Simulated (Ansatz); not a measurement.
B₆As in space group R-3m (No. 166; B on 18h, B on 18h, As on 6c), plane-wave PAW r²SCAN (Ansatz code). The conduction-band minimum lies at L, with 3 equivalent valleys. Second derivatives d²E/dk² of the lowest band at one valley (eV·Å²), along Cartesian directions:

```csv
direction,d²E/dk²
[100],13.92
[010],18.62
[001],36.32
[110],16.27
[101],25.12
[011],10.51
```

Task: Find the principal effective masses, the density-of-states mass and the conductivity mass.

Result: Off-diagonal terms follow from H_xy = H[110] − (H_xx + H_yy)/2, and m*/mₑ = 7.620 eV·Å² over each eigenvalue: 0.16, 0.55, 0.91. One valley's DOS mass (m₁m₂m₃)^(1/3) = 0.43, conductivity mass 3/(Σ 1/mᵢ) = 0.33 mₑ.

Task: What effective density of states Nc follows at 300 K for parabolic valleys?

Result: Nc = 2.509e19 × 3 × (0.43)^(3/2) ≈ 2.1e19 cm⁻³.

Task: With the computed static dielectric constant 7.75 (mean of the diagonal), estimate a hydrogenic donor's binding energy and radius.

Result: E = 13.606 eV × 0.33/7.75² ≈ 75 meV; a = 0.529 Å × ε/m* ≈ 12 Å. Semilocal masses tend to be too small where the gap is.

The workflow started from a Materials Project entry (that database holds measured and hypothetical structures alike); the Crystallography Open Database copy checked does not list it. Whether it is the stable phase at ambient conditions was not checked. Symmetry was held in the r²SCAN relaxation; of distortions, only those at the zone centre were tested. Scalar-relativistic: spin–orbit coupling is off unless named, which matters more the heavier the elements.

Potentials: the later of the program's two PAW sets.
